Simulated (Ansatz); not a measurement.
Total density of states per atom from the program Ansatz at the r²SCAN level (PAW), in 0.25 eV bins, energy from the Fermi level:

```
E (eV)  states/eV/atom
------  --------------
-7.85             0.11
-7.60             0.13
-7.35             0.15
-7.10             0.17
-6.85             0.21
-6.60             0.34
-6.35             0.59
-6.10             0.60
-5.85             0.67
-5.60             0.74
-5.35             0.82
-5.10             0.96
-4.85             1.11
-4.60             0.86
-4.35             0.46
-4.10             0.34
-3.85             0.50
-3.60             1.55
-3.35             1.92
-3.10             1.27
-2.85             1.08
-2.60             1.08
-2.35             1.28
-2.10             1.85
-1.85             1.29
-1.60             0.98
-1.35             0.67
-1.10             0.40
-0.85             0.36
-0.60             0.34
-0.35             0.34
-0.10             0.35
0.15              0.44
0.40              0.61
0.65              0.64
0.90              0.68
1.15              0.74
1.40              0.82
1.65              0.94
1.90              1.03
2.15              1.01
2.40              1.06
2.65              1.05
2.90              1.06
3.15              1.33
3.40              2.84
3.65              1.27
3.90              0.93
4.15              0.62
4.40              0.54
4.65              0.48
```

Question: Which compound is it?
A) Mo2C, Pbcn (Mo on 8d, C on 4c)
B) W, bcc (W type)
C) SiO2, Pbcn (Si on 4c, O on 8d)
D) Al, bcc (W type)

Answer: B, W, bcc (W type). Within 0.5 eV of the Fermi level: W 5d 87 %, outside the projected shells 9 %. Projections are on Löwdin-orthogonalised atomic valence shells; empty p or d shells of many metals are not among them.

Space group Im-3m (bcc (W type)). The cell was relaxed with r²SCAN under the symmetry of its start. No spin polarisation was allowed. Scalar-relativistic: spin–orbit coupling is off unless named, which matters more the heavier the elements.

Potentials: the earlier of the program's two PAW sets.
